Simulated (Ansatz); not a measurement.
**Bi4Te3, one structure, two calculations**

Cell: an entry of the Crystallography Open Database (COD), its atoms then relaxed with PBE in this cell.

Space group R-3m:H (No. 166); a = 4.4510, c = 41.8880 Å, γ = 120.00°.

```
site  Wyckoff  site symmetry       x       y       z
 Bi1       6c             3m  0.0000  0.0000  0.7142
 Bi3       6c             3m  0.0000  0.0000  0.1467
 Te5       3a            -3m  0.0000  0.0000  0.0000
 Te6       6c             3m  0.0000  0.0000  0.4219
```

One atom of each set is listed; the run and its k-mesh use a cell of 7 atoms with edges of 14.20, 14.20, 14.20 Å.

First run. All values are calculated (Ansatz; DFT, PBE, plane waves and PAW, scalar-relativistic, 420 eV cutoff, Γ-centred 12×12×12 k-points, Fermi–Dirac smearing 0.05 eV), not measured.

| site | V_zz (10²¹ V/m²) | η |
| --- | --- | --- |
| Bi1 | 1.21 | 0.00 |
| Bi3 | 5.61 | 0.00 |
| Te5 | 6.80 | 0.00 |
| Te6 | -0.42 | 0.00 |

Second run. The same atoms and settings, except that the functional is r2SCAN and the cutoff is 500 eV.

**Question.** Given the first result, estimate the second.

**Answer.** 

```tsv
site	V_zz	η	change of V_zz
Bi1	1.88	0.00	+0.67
Bi3	3.77	0.00	-1.84
Te5	6.88	0.00	+0.08
Te6	-1.45	0.00	-1.03
```

The largest change of V_zz is on Bi3, from 5.61 to 3.77. Small gradients that grow severalfold: Te6 (-0.42 to -1.45). In per cent, |V_zz| changes by -33 to +55 on Bi, +1 on Te (all sites that start above 0.5).

Spin–orbit coupling is left out, which shifts gradients on Bi by a few per cent in wide-gap crystals, and can shift them far more where the calculated gap is small or absent, as here.
For the first run: With a gap of 0.17 eV under a smearing of 0.05 eV the band edges are partly filled, so small gradients can hang on the smearing and the k-mesh.
For the second run: The largest force is 0.3 eV/Å, so the atoms aren't at the calculated equilibrium and relaxing them would move these values. With a gap of 0.13 eV under a smearing of 0.05 eV the band edges are partly filled, so small gradients can hang on the smearing and the k-mesh.
